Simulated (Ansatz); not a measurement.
Al$_{2}$Cu:
```xyz
3
Lattice="4.0848 0.0000 0.0000 0.0000 4.0848 0.0000 0.0000 0.0000 2.8465" Properties=species:S:1:pos:R:3 pbc="T T T"
Al     2.0424     0.0000     1.4233
Al     0.0000     2.0424     1.4233
Cu     0.0000     0.0000     0.0000
```

Relaxed with PBEsol. Special points in fractions of this cell's reciprocal vectors: Γ (0.000, 0.000, 0.000); X (0.000, 0.500, 0.000); M (0.500, 0.500, 0.000); Z (0.000, 0.000, 0.500); R (0.000, 0.500, 0.500); A (0.500, 0.500, 0.500).

### Question
List the band energies nearest the Fermi level at these points for PBEsol in the plane-wave PAW code Ansatz.

### Answer
In eV from the Fermi level; about four levels below and three above (degenerate sets whole), none deeper than 8.9 eV; points with the same levels are listed once.

```csv
k,below,above
Γ,-4.07 -4.07 -2.47 -2.47 -0.05,0.82 6.16 6.16
X,-4.38 -4.10 -4.07 -1.16,1.56 1.69 1.92
M,-4.27 -4.10 -4.10 -2.44,8.54 8.54 9.55
Z,-5.12 -5.12 -4.84 -4.10 -2.97,2.54 2.66 2.66
R,-4.18 -3.13 -2.44 -1.62,3.75 3.95 4.50
A,-2.32 -2.32 -0.86 -0.84,0.08 0.08 2.37
```

Space group P4/mmm. The workflow started from a Materials Project entry (that database holds measured and hypothetical structures alike); the Crystallography Open Database copy checked does not list it. It is not the phase usual at ambient conditions (space group No. 140). The cell was relaxed with PBEsol under the symmetry of its start; of distortions, only those at the zone centre were tested. The run is not spin-polarised.

Potentials: the later of the program's two PAW sets.
